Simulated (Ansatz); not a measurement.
Input:

KCl (rock salt) is sheared across one {110} plane: the third cell vector gains the shift, so faults repeat every 6.7 Å. The cut lies between planes 2.22 Å apart; the cell height is held.

```xyz
6
Lattice="4.4493 0.0000 0.0000 0.0000 6.2923 0.0000 2.2247 3.1462 6.6740" Properties=species:S:1:pos:R:3 pbc="T T T"
Cl     1.8539     2.6218     5.5617
Cl     1.8539     2.6218     1.1123
Cl     4.0786     5.7680     3.3370
K      1.8539     5.7680     5.5617
K      1.8539     5.7680     1.1123
K      4.0786     2.6218     3.3370
```

In-plane vectors a = (4.449, 0.000) Å, b = (0.000, 6.292) Å, area 28.00 Å². The shift is s times the vector a (length 4.449 Å), so s = 1 restores the start. Atoms relax along the normal only. γ = [E(shift) − E(0)] / area.

All values below come from r2SCAN (plane waves to 500 eV, PAW, scalar-relativistic; Ansatz, an electronic-structure program). k mesh 7×7×7 (Γ-centred), Fermi-Dirac smearing 0.05 eV. E is the zero-smearing estimate. Some relaxations began with atoms very close together and may have settled on another branch. Faults lie only 6.7 Å apart, and holding the cell height raises γ above its relaxed value. KCl was relaxed with its symmetry unable to fall. The zero of γ is zero shift.

The scan covers s from 0.000 to 0.917 in 12 points.

Does γ have a local minimum between the ends of the line, and at which s?

No computed point is one.

At which s is γ highest?

s = 0.500.

What is the highest γ among twelve even steps of s?

374 mJ/m².

(The slope of γ gives the shear force per area between the displaced halves; near zero shift its curvature is an elastic stiffness.)
